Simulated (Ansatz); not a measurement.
TiC:
```cif
data_C2Ti2
_chemical_formula_sum 'Ti2 C2'
_space_group_name_H-M_alt 'P63/mmc'
_space_group_IT_number 194
_space_group_name_Hall '-P 6c 2c'
_cell_length_a 3.60519
_cell_length_b 3.60519
_cell_length_c 4.28581
_cell_angle_alpha 90.000
_cell_angle_beta 90.000
_cell_angle_gamma 120.000
loop_
_atom_site_label
_atom_site_type_symbol
_atom_site_symmetry_multiplicity
_atom_site_Wyckoff_symbol
_atom_site_fract_x
_atom_site_fract_y
_atom_site_fract_z
_atom_site_occupancy
Ti1 Ti 2 c 0.33333 0.66667 0.25000 1
C1 C 2 d 0.66667 0.33333 0.25000 1
```

Relaxed with r²SCAN.

Question: Which orbitals make up the states near the Fermi level in the program Ansatz at the r²SCAN level (PAW)?

Answer: Within 0.5 eV of the Fermi level: Ti 3d 76 %, C 2p 22 %. Projections are on Löwdin-orthogonalised atomic valence shells; empty p or d shells of many metals are not among them.

Question: Tabulate the density of states.

Answer: States/eV per cell of 4 atoms, in 0.25 eV bins, energy from the Fermi level.

| E (eV) | total | Ti 3d | C 2p | Ti 4s |
|---|---|---|---|---|
| -7.85 | 0.00 | 0.00 | 0.00 | 0.00 |
| -7.60 | 0.00 | 0.00 | 0.00 | 0.00 |
| -7.35 | 0.00 | 0.00 | 0.00 | 0.00 |
| -7.10 | 0.00 | 0.00 | 0.00 | 0.00 |
| -6.85 | 0.00 | 0.00 | 0.00 | 0.00 |
| -6.60 | 0.00 | 0.00 | 0.00 | 0.00 |
| -6.35 | 0.00 | 0.00 | 0.00 | 0.00 |
| -6.10 | 0.00 | 0.00 | 0.00 | 0.00 |
| -5.85 | 0.00 | 0.00 | 0.00 | 0.00 |
| -5.60 | 0.00 | 0.00 | 0.00 | 0.00 |
| -5.35 | 0.00 | 0.00 | 0.00 | 0.00 |
| -5.10 | 0.00 | 0.00 | 0.00 | 0.00 |
| -4.85 | 0.00 | 0.00 | 0.00 | 0.00 |
| -4.60 | 1.40 | 0.41 | 0.80 | 0.12 |
| -4.35 | 2.50 | 0.76 | 1.43 | 0.20 |
| -4.10 | 2.56 | 0.76 | 1.48 | 0.19 |
| -3.85 | 2.64 | 0.82 | 1.52 | 0.17 |
| -3.60 | 2.32 | 0.75 | 1.33 | 0.12 |
| -3.35 | 1.50 | 0.52 | 0.85 | 0.05 |
| -3.10 | 2.02 | 0.80 | 1.12 | 0.04 |
| -2.85 | 4.35 | 1.67 | 2.52 | 0.03 |
| -2.60 | 6.51 | 2.53 | 3.77 | 0.03 |
| -2.35 | 5.11 | 1.97 | 2.97 | 0.02 |
| -2.10 | 5.56 | 2.10 | 3.29 | 0.03 |
| -1.85 | 4.41 | 1.80 | 2.49 | 0.04 |
| -1.60 | 3.11 | 1.43 | 1.60 | 0.03 |
| -1.35 | 1.30 | 0.68 | 0.60 | 0.00 |
| -1.10 | 0.92 | 0.50 | 0.40 | 0.00 |
| -0.85 | 0.76 | 0.44 | 0.30 | 0.00 |
| -0.60 | 0.53 | 0.32 | 0.20 | 0.00 |
| -0.35 | 0.26 | 0.15 | 0.10 | 0.00 |
| -0.10 | 0.26 | 0.18 | 0.08 | 0.00 |
| 0.15 | 0.64 | 0.50 | 0.13 | 0.00 |
| 0.40 | 1.00 | 0.83 | 0.16 | 0.00 |
| 0.65 | 1.25 | 1.10 | 0.13 | 0.00 |
| 0.90 | 1.38 | 1.23 | 0.12 | 0.00 |
| 1.15 | 1.62 | 1.46 | 0.13 | 0.00 |
| 1.40 | 2.33 | 2.12 | 0.15 | 0.01 |
| 1.65 | 2.49 | 2.29 | 0.12 | 0.01 |
| 1.90 | 2.62 | 2.43 | 0.10 | 0.02 |
| 2.15 | 1.56 | 1.46 | 0.05 | 0.01 |
| 2.40 | 2.06 | 1.79 | 0.14 | 0.05 |
| 2.65 | 2.90 | 2.47 | 0.21 | 0.07 |
| 2.90 | 4.19 | 3.64 | 0.30 | 0.08 |
| 3.15 | 4.98 | 4.20 | 0.52 | 0.07 |
| 3.40 | 4.58 | 3.80 | 0.58 | 0.04 |
| 3.65 | 2.88 | 2.27 | 0.46 | 0.03 |
| 3.90 | 3.97 | 3.12 | 0.69 | 0.04 |

Space group P6_3/mmc. The start of the workflow was typed in or built on a structure type; neither database checked (COD, Materials Project) lists it. It is not the phase usual at ambient conditions (space group No. 225). The r²SCAN relaxation kept the symmetry of its start; its stability against distortions is not shown here. No spin polarisation was allowed. The volume moved by -16 % from the start of the relaxation.

Potentials: the earlier of the program's two PAW sets.
